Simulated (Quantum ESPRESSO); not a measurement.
Mo2Hf6, input and log of a self-consistent run

Computed values, not a measurement. The program is pw.x of Quantum ESPRESSO 7.5 (plane-wave density functional theory). The cell is made up: eight metal atoms on a hexagonal close-packed lattice, with elements, volume, strain and displacements drawn at random and not relaxed, so it may be unstable or far from any real phase. PseudoDojo standard norm-conserving files set the functional (PBE unless stated); there is no spin polarisation or spin-orbit coupling, the Fermi-Dirac width of 0.25 eV means electrons at about 2900 K, and the masses in the input are unused placeholders. Heavy elements are run without spin-orbit coupling, which real alloys of them have. A spin test at this wide smearing found no moment, but such smearing suppresses magnetism that the real alloy may have.

Input:

```
&control calculation='scf', pseudo_dir='./dojo.nc.sr.pbe.v0_5.standard.upf', outdir='./o', disk_io='minimal', tprnfor=.true., tstress=.true. /
&system ibrav=0, nat=8, ntyp=2, nbnd=68, ecutwfc=79.96652505, nosym=.true., tot_charge=0,
 occupations='smearing', smearing='fd', degauss=0.0183746611
/
&electrons conv_thr=1.470e-08, electron_maxstep=70, mixing_beta=0.5 /
ATOMIC_SPECIES
Hf 1.0 Hf.upf
Mo 1.0 Mo.upf
CELL_PARAMETERS angstrom
3.0782 0.0 0.0
1.5391 -2.6658 -4.9839
1.5391 7.9975 -4.9839
ATOMIC_POSITIONS angstrom
Mo 0.047 -0.1587 -0.0011
Hf 1.7164 2.5364 -5.0603
Hf 1.5486 -0.7971 -2.5847
Hf 3.1545 1.7956 -7.5221
Mo 3.0722 5.1977 -4.9767
Hf 3.0466 -0.0923 -4.953
Hf 2.9788 1.7147 -2.6601
Hf 4.5069 4.655 -7.5138
K_POINTS automatic
8 4 3 1 1 1
```

The log is shortened where brackets say so; the opening notice, blank lines, dates and the lines on written files are dropped, and the path of the files is cut. It prints rydbergs, bohrs and kilobars, and counts compression as positive stress. Its total energy is the free energy E - TS of the whole cell.

```
     Program PWSCF v.7.5
     Parallel version (MPI & OpenMP), running on       4 processor cores
     Number of MPI processes:                 4
     Threads/MPI process:                     1
     [start-up lines left out]
     bravais-lattice index     =            0
     lattice parameter (alat)  =       5.8170  a.u.
     unit-cell volume          =    1103.9627 (a.u.)^3
     number of atoms/cell      =            8
     number of atomic types    =            2
     number of electrons       =       100.00
     number of Kohn-Sham states=           68
     kinetic-energy cutoff     =      79.9665  Ry
     charge density cutoff     =     319.8661  Ry
     scf convergence threshold =      1.5E-08
     mixing beta               =       0.5000
     number of iterations used =            8  plain     mixing
     Exchange-correlation= PBE
                           (   1   4   3   4   0   0   0)
     [axes and pseudopotential details left out]
   Cartesian axes
     site n.     atom                  positions (alat units)
         1        Mo     tau(   1) = (   0.0152687  -0.0515561  -0.0003574  )
         2        Hf     tau(   2) = (   0.5575986   0.8239880  -1.6439153  )
         3        Hf     tau(   3) = (   0.5030862  -0.2589500  -0.8396790  )
         4        Hf     tau(   4) = (   1.0247872   0.5833279  -2.4436684  )
         5        Mo     tau(   5) = (   0.9980508   1.6885518  -1.6167565  )
         6        Hf     tau(   6) = (   0.9897343  -0.0299851  -1.6090572  )
         7        Hf     tau(   7) = (   0.9677084   0.5570463  -0.8641739  )
         8        Hf     tau(   8) = (   1.4641349   1.5122474  -2.4409720  )
     number of k points=    48  Fermi-Dirac smearing, width (Ry)=  0.0184
                       cart. coord. in units 2pi/alat
        k(    1) = (   0.0625000   0.0120280  -0.0643363), wk =   0.0416667
        k(    2) = (   0.0625000  -0.1804202   0.0386009), wk =   0.0416667
     [further k points left out]
     Dense  grid:   106757 G-vectors     FFT dimensions: (  36,  64, 108)
     Estimated max dynamical RAM per process >     354.23 MB
     Estimated total dynamical RAM >       1.31 GB
     Initial potential from superposition of free atoms
     starting charge      99.9860, renormalised to     100.0000
     Starting wfcs are   80 randomized atomic wfcs
     total cpu time spent up to now is        5.7 secs
     per-process dynamical memory:   282.8 Mb
     Self-consistent Calculation
     iteration #  1     ecut=    79.97 Ry     beta= 0.50
     Davidson diagonalization with overlap
     ethr =  1.00E-02,  avg # of iterations =  2.8
     total cpu time spent up to now is       18.4 secs
     total energy              =    -955.83754786 Ry
     estimated scf accuracy    <       3.40229232 Ry
     iteration #  2     ecut=    79.97 Ry     beta= 0.50
     Davidson diagonalization with overlap
     ethr =  3.40E-03,  avg # of iterations =  5.8
     total cpu time spent up to now is       35.2 secs
     total energy              =    -953.13367900 Ry
     estimated scf accuracy    <     105.77352622 Ry
     iteration #  3     ecut=    79.97 Ry     beta= 0.50
     Davidson diagonalization with overlap
     ethr =  3.40E-03,  avg # of iterations =  4.9
     total cpu time spent up to now is       50.0 secs
     total energy              =    -957.63020671 Ry
     estimated scf accuracy    <       4.32056386 Ry
     iteration #  4     ecut=    79.97 Ry     beta= 0.50
     Davidson diagonalization with overlap
     ethr =  3.40E-03,  avg # of iterations =  1.8
     total cpu time spent up to now is       60.7 secs
     total energy              =    -957.94457869 Ry
     estimated scf accuracy    <       0.54635008 Ry
     iteration #  5     ecut=    79.97 Ry     beta= 0.50
     Davidson diagonalization with overlap
     ethr =  5.46E-04,  avg # of iterations =  2.2
     total cpu time spent up to now is       71.9 secs
     total energy              =    -957.94916084 Ry
     estimated scf accuracy    <       0.35740137 Ry
     [iterations 6 to 14 left out]
     iteration # 15     ecut=    79.97 Ry     beta= 0.50
     Davidson diagonalization with overlap
     ethr =  2.99E-09,  avg # of iterations =  2.4
     total cpu time spent up to now is      198.2 secs
     total energy              =    -957.97763540 Ry
     estimated scf accuracy    <       0.00000855 Ry
     iteration # 16     ecut=    79.97 Ry     beta= 0.50
     Davidson diagonalization with overlap
     ethr =  2.99E-09,  avg # of iterations =  1.1
     total cpu time spent up to now is      208.4 secs
     total energy              =    -957.97763582 Ry
     estimated scf accuracy    <       0.00000064 Ry
     iteration # 17     ecut=    79.97 Ry     beta= 0.50
     Davidson diagonalization with overlap
     ethr =  6.39E-10,  avg # of iterations =  2.0
     total cpu time spent up to now is      219.3 secs
     total energy              =    -957.97763585 Ry
     estimated scf accuracy    <       0.00000012 Ry
     iteration # 18     ecut=    79.97 Ry     beta= 0.50
     Davidson diagonalization with overlap
     ethr =  1.15E-10,  avg # of iterations =  3.9
     total cpu time spent up to now is      231.6 secs
     total energy              =    -957.97763587 Ry
     estimated scf accuracy    <       0.00000007 Ry
     iteration # 19     ecut=    79.97 Ry     beta= 0.50
     Davidson diagonalization with overlap
     ethr =  7.21E-11,  avg # of iterations =  1.9
     total cpu time spent up to now is      242.4 secs
     End of self-consistent calculation
     [lines on levels left out]
!    total energy              =    -957.97763587 Ry
     estimated scf accuracy    <          3.6E-09 Ry
     smearing contrib. (-TS)   =      -0.15021518 Ry
     internal energy E=F+TS    =    -957.82742070 Ry
     The total energy is F=E-TS. E is the sum of the following terms:
     one-electron contribution =    -177.23365993 Ry
     hartree contribution      =     129.00661871 Ry
     xc contribution           =    -212.41591569 Ry
     ewald contribution        =    -697.18446378 Ry
     convergence has been achieved in  19 iterations
     Forces acting on atoms (cartesian axes, Ry/au):
     atom    1 type  2   force =    -0.00387184   -0.02617789   -0.01254314
     atom    2 type  1   force =    -0.03409479    0.05073721   -0.01061260
     atom    3 type  1   force =    -0.01909119   -0.01358065    0.06523456
     atom    4 type  1   force =    -0.00615847    0.01438337   -0.04065034
     atom    5 type  2   force =     0.00071530    0.02599580   -0.00665550
     atom    6 type  1   force =     0.01870223   -0.05525934   -0.06540360
     atom    7 type  1   force =     0.02983771    0.03306789    0.06195756
     atom    8 type  1   force =     0.01396105   -0.02916638    0.00867306
     Total force =     0.163565     Total SCF correction =     0.000128
     Computing stress (Cartesian axis) and pressure
          total   stress  (Ry/bohr**3)                   (kbar)     P=       29.17
   0.00040780  -0.00012813   0.00001132           59.99      -18.85        1.66
  -0.00012813   0.00002034   0.00000192          -18.85        2.99        0.28
   0.00001132   0.00000192   0.00016667            1.66        0.28       24.52
     init_run     :      5.39s CPU      5.63s WALL (       1 calls)
     electrons    :    231.84s CPU    236.72s WALL (       1 calls)
     forces       :      2.33s CPU      2.36s WALL (       1 calls)
     stress       :      7.95s CPU      8.13s WALL (       1 calls)
     [timing details left out]
     PWSCF        :   4m 7.56s CPU   4m12.95s WALL
     JOB DONE.
```

In other units: free energy -13033.950 eV for the cell, pressure 2.92 GPa, largest force component 1.682 eV/Å in size. The run took 255 s of wall time with four MPI processes on a shared machine (Intel Xeon, 2023 or later, virtual cores), so the time is rough. A rerun of this cell at a higher cutoff and on a denser mesh moved values by no more than 0.006 eV in energy, 0.03 GPa in stress and 0.006 eV/Å in force, and a second program with other atomic files agreed on that cell to 2 % rms in force and 0.5 GPa in pressure.